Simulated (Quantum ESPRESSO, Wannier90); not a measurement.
**Wannierisation of ReNCl$_{4}$ (I4)**

```xyz
6
Lattice="0.0000 0.0000 4.1056 -4.4010 4.4010 2.0528 -4.4010 -4.4010 2.0528" Properties=species:S:1:pos:R:3 pbc="T T T"
Re     0.0000     0.0000    -0.0592
N      0.0000     0.0000    -1.7497
Cl    -0.5962    -2.2002     0.2931
Cl    -2.2002     0.5962     0.2931
Cl     0.5962     2.2002     0.2931
Cl     2.2002    -0.5962     0.2931
```

Cell from Materials Project (mp-568100), symmetrised, no further relaxation. Not found in the COD (Crystallography Open Database) copy used; not checked further. Method: PBEsol plane waves in Quantum ESPRESSO 7.5 (PseudoDojo norm-conserving files, 68 Ry, spinors with spin-orbit coupling), Bloch states on a 4×4×4 mesh through Γ, Wannier90 4.0.1. Density: 8×8×8 mesh, cold smearing 0.01 Ry. The cell is built of weakly bound layers, chains or molecules, whose nearest atoms lie 3.81 Å apart. Database cells relaxed without dispersion often hold them too far apart, which can enlarge gaps and weakens couplings between them; spacing and stacking were not compared with the measured crystal.

A tight-binding model is made by disentanglement and projection with no localisation steps (num_iter = 0), so the 40 orbitals stay atom-like: hydrogen-like Re: d; N: p; Cl: p, axes along x, y, z; frozen window up to 2.55 eV relative to the valence-band maximum. It follows pw.x to 0.7 meV rms for states up to 2.0 eV relative to the valence-band maximum. Matrix elements depend on this choice of orbitals and windows.

The 30 largest hoppings ⟨m,0|H|n,R⟩ between different sites (one of each Hermitian pair; signs follow the real orbitals' lobes; the list may end inside a set of equal values):

| m | n | R | distance of the centres (Å) | t (eV) | Im t (eV) |
|---|---|---|---|---|---|
| N2 pz↑ | Re1 dz2↑ | 0 0 0 | 1.84 | -3.442 | 0.000 |
| N2 pz↓ | Re1 dz2↓ | 0 0 0 | 1.84 | -3.442 | 0.000 |
| N2 px↑ | Re1 dxz↑ | 0 0 0 | 1.71 | 2.899 | 0.000 |
| N2 px↓ | Re1 dxz↓ | 0 0 0 | 1.71 | 2.899 | 0.000 |
| N2 py↑ | Re1 dyz↑ | 0 0 0 | 1.71 | 2.899 | 0.000 |
| N2 py↓ | Re1 dyz↓ | 0 0 0 | 1.71 | 2.899 | 0.000 |
| Re1 dz2↑ | N2 pz↑ | 1 0 0 | 2.26 | 1.933 | 0.000 |
| Re1 dz2↓ | N2 pz↓ | 1 0 0 | 2.26 | 1.933 | 0.000 |
| Cl3 py↑ | Re1 dx2-y2↑ | 0 0 0 | 2.29 | 1.561 | -0.018 |
| Cl3 py↓ | Re1 dx2-y2↓ | 0 0 0 | 2.29 | 1.561 | 0.018 |
| Cl4 px↑ | Re1 dx2-y2↑ | 0 0 0 | 2.29 | -1.561 | 0.018 |
| Cl4 px↓ | Re1 dx2-y2↓ | 0 0 0 | 2.29 | -1.561 | -0.018 |
| Cl5 py↑ | Re1 dx2-y2↑ | 0 0 0 | 2.29 | -1.561 | 0.018 |
| Cl5 py↓ | Re1 dx2-y2↓ | 0 0 0 | 2.29 | -1.561 | -0.018 |
| Cl6 px↑ | Re1 dx2-y2↑ | 0 0 0 | 2.29 | 1.561 | -0.018 |
| Cl6 px↓ | Re1 dx2-y2↓ | 0 0 0 | 2.29 | 1.561 | 0.018 |
| Cl3 py↑ | Re1 dz2↑ | 0 0 0 | 2.28 | 1.368 | 0.001 |
| Cl3 py↓ | Re1 dz2↓ | 0 0 0 | 2.28 | 1.368 | -0.001 |
| Cl4 px↑ | Re1 dz2↑ | 0 0 0 | 2.28 | 1.368 | 0.001 |
| Cl4 px↓ | Re1 dz2↓ | 0 0 0 | 2.28 | 1.368 | -0.001 |
| Cl5 py↑ | Re1 dz2↑ | 0 0 0 | 2.28 | -1.368 | -0.001 |
| Cl5 py↓ | Re1 dz2↓ | 0 0 0 | 2.28 | -1.368 | 0.001 |
| Cl6 px↑ | Re1 dz2↑ | 0 0 0 | 2.28 | -1.368 | -0.001 |
| Cl6 px↓ | Re1 dz2↓ | 0 0 0 | 2.28 | -1.368 | 0.001 |
| Cl3 py↑ | Re1 dxy↑ | 0 0 0 | 2.29 | -1.253 | -0.015 |
| Cl3 py↓ | Re1 dxy↓ | 0 0 0 | 2.29 | -1.253 | 0.015 |
| Cl4 px↑ | Re1 dxy↑ | 0 0 0 | 2.29 | 1.253 | 0.015 |
| Cl4 px↓ | Re1 dxy↓ | 0 0 0 | 2.29 | 1.253 | -0.015 |
| Cl5 py↑ | Re1 dxy↑ | 0 0 0 | 2.29 | 1.253 | 0.015 |
| Cl5 py↓ | Re1 dxy↓ | 0 0 0 | 2.29 | 1.253 | -0.015 |
